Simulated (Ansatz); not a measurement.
## Notes on InAuS

```xyz
6
Lattice="3.7811 0.0000 0.0000 0.0000 3.7811 0.0000 0.0000 0.0000 8.3792" Properties=species:S:1:pos:R:3 pbc="T T T"
In    0.0000    0.0000    0.0000
In    1.8905    1.8905    0.0000
Au    0.0000    1.8905    2.3210
Au    1.8905    0.0000    6.0581
S     0.0000    1.8905    5.2118
S     1.8905    0.0000    3.1673
```

Level: r2SCAN, no spin polarisation; 500 eV; 8×8×4 Γ-centred mesh; fermi-dirac occupations (width 0.0189 eV); Ansatz 0.2.0, fixed geometry.

(1) What does the stress say?

(2) Metal or insulator?

(3) How is the charge shared?

(4) What is the formation energy?

(5) Which atom feels the largest force, and which way?

Origin: a known structure type with other elements, at an estimated volume, so it need not be a known compound. Caveats: many states at the Fermi level without spin polarisation, so a magnetic state may lie lower.

It took 96 s on 1 thread of Arm Neoverse V1, with other jobs on the host, peak memory 0.75 GiB, starting from a saved density. The time holds forces, stress, Bader, DOS, bands, ELF.

Results:

(1) The pressure is 5.0 GPa (compression positive), so with the atoms held at these fractions the cell would first expand; the forces are large, so a full relaxation may end otherwise. The principal stresses -5.2, 10.2, 10.2 GPa differ, so its shape would change too.

(2) It is a metal, with about 4.2 states/eV a cell as the mean within 0.25 eV of the Fermi level, mostly S p (58 %) and Au d (17 %).

(3) Bader charges in e: In +0.41, Au +0.01, S -0.42. In the mean In gives up most and S takes most.

(4) 0.47 eV an atom against the elements' usual phases (free molecules for gases, crystals otherwise, with no correction for O₂ or N₂), so at this geometry it isn't bound against them. Relaxing would lower it.

(5) The largest is on S5 (and as large on other atoms): 1.19 eV/Å, components (0.00, 0.00, 1.19). It makes 72° with the line to a nearest neighbour, Au4 at 2.80 Å.
